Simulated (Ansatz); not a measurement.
Generalised stacking fault of PbTe (rock salt) on the {110} plane. The cell below holds the perfect crystal with the plane normal along z; tilting its third vector by the shift puts one fault into each cell, between planes 2.28 Å apart, at fixed cell height.

```
PbTe
1.0
    4.55545     0.00000     0.00000
    0.00000     6.44238     0.00000
    2.27772     3.22119     6.83317
Te Pb
3 3
Cartesian
  1.89810   2.68432   5.69431
  1.89810   2.68432   1.13886
  4.17583   5.90551   3.41659
  1.89810   5.90551   5.69431
  1.89810   5.90551   1.13886
  4.17583   2.68432   3.41659
```

In-plane vectors a = (4.555, 0.000) Å, b = (0.000, 6.442) Å, area 29.35 Å². The shift is s times the vector a (length 4.555 Å), so s = 1 restores the start. The shift is rigid: no atom relaxes. γ = [E(shift) − E(0)] / area.

Method: PBEsol (plane waves to 420 eV, PAW, scalar-relativistic; Ansatz, a first-principles code). k mesh 7×7×7 (Γ-centred), Fermi-Dirac smearing 0.05 eV. E is the zero-smearing estimate. As the smearing reaches across the gap at some points, the k mesh leaves noise in γ, roughly 0.02 J/m² as judged from a few cases. Faults lie only 6.8 Å apart, and holding the cell height and the atoms raises γ above its relaxed value. PbTe was relaxed with its symmetry unable to fall. Spin-orbit coupling is left out, though Pb and Te are heavy. The PAW data are Ansatz's earlier set. The zero of γ is zero shift. The last digit holds for this mesh only.

```json
[
 {"s": "0.000", "γ (J/m²)": "0.00"},
 {"s": "0.083", "γ (J/m²)": "0.13"},
 {"s": "0.167", "γ (J/m²)": "0.56"},
 {"s": "0.250", "γ (J/m²)": "withheld"},
 {"s": "0.333", "γ (J/m²)": "2.25"},
 {"s": "0.417", "γ (J/m²)": "3.13"},
 {"s": "0.500", "γ (J/m²)": "3.50"},
 {"s": "0.583", "γ (J/m²)": "3.13"},
 {"s": "0.667", "γ (J/m²)": "2.25"},
 {"s": "0.750", "γ (J/m²)": "withheld"},
 {"s": "0.833", "γ (J/m²)": "0.56"},
 {"s": "0.917", "γ (J/m²)": "0.13"}
]
```

Task: Fit a Fourier form (three harmonics of 1 − cos and sin) to the given rows and predict γ at s = 0.250.

Result: Least squares on the 10 given rows: γ = (1.730)·[1 − cos(2πs)] + (-0.230)·[1 − cos(4πs)] + (0.019)·[1 − cos(6πs)], in J/m²; root-mean-square residual 0.003 J/m². At 0.250 the fit gives 1.29 J/m²; the calculation gives 1.29 J/m², the same to the digits shown. 

(The slope of γ gives the shear force per area between the displaced halves; near zero shift its curvature is an elastic stiffness.)
